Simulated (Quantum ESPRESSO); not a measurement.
pw.x input (Quantum ESPRESSO 7.5; PBEsol, PseudoDojo standard norm-conserving files, scalar-relativistic):

```
&CONTROL
  calculation = 'scf'
  pseudo_dir = './pseudo'
  outdir = './out'
  tprnfor = .true.
  tstress = .true.
/
&SYSTEM
  ibrav = 0
  nat = 2
  ntyp = 2
  ecutwfc = 84.0
  ecutrho = 336.0
  occupations = 'smearing'
  smearing = 'fd'
  degauss = 0.002
  nbnd = 12
/
&ELECTRONS
  conv_thr = 2e-10
/
ATOMIC_SPECIES
Mg 24.3050 Mg.upf
S 32.0600 S.upf
CELL_PARAMETERS angstrom
  0.000000000000   2.826186501000   2.826186501000
  2.826186501000   0.000000000000   2.826186501000
  2.826186501000   2.826186501000   0.000000000000
ATOMIC_POSITIONS crystal
Mg   0.000000000000   0.000000000000   0.000000000000
S   0.250000000000   0.250000000000   0.250000000000
K_POINTS automatic
8 8 8 0 0 0
```

End of the output:

```
     total energy              =    -140.85141582 Ry
     estimated scf accuracy    <       0.00000065 Ry
     total energy              =    -140.85141605 Ry
     estimated scf accuracy    <       0.00000011 Ry
     total energy              =    -140.85141605 Ry
     estimated scf accuracy    <       0.00000002 Ry
[...]
     the Fermi energy is     4.7979 ev
!    total energy              =    -140.85141606 Ry
     estimated scf accuracy    <          2.5E-11 Ry
     smearing contrib. (-TS)   =       0.00000000 Ry
     internal energy E=F+TS    =    -140.85141606 Ry
     The total energy is F=E-TS. E is the sum of the following terms:
     one-electron contribution =    -102.36610132 Ry
     hartree contribution      =      50.86372759 Ry
     xc contribution           =     -21.96358068 Ry
     ewald contribution        =     -67.38546165 Ry
     convergence has been achieved in   8 iterations
     Forces acting on atoms (cartesian axes, Ry/au):
     atom    1 type  1   force =     0.00000000    0.00000000    0.00000000
     atom    2 type  2   force =     0.00000000    0.00000000    0.00000000
     Total force =     0.000000     Total SCF correction =     0.000000
     Computing stress (Cartesian axis) and pressure
          total   stress  (Ry/bohr**3)                   (kbar)     P=       -0.07
  -0.00000046  -0.00000000  -0.00000000           -0.07       -0.00       -0.00
  -0.00000000  -0.00000046  -0.00000000           -0.00       -0.07       -0.00
  -0.00000000  -0.00000000  -0.00000046           -0.00       -0.00       -0.07
```
In a gapped system the printed Fermi energy is only some level inside the gap.

Geometry relaxed with PBEsol.
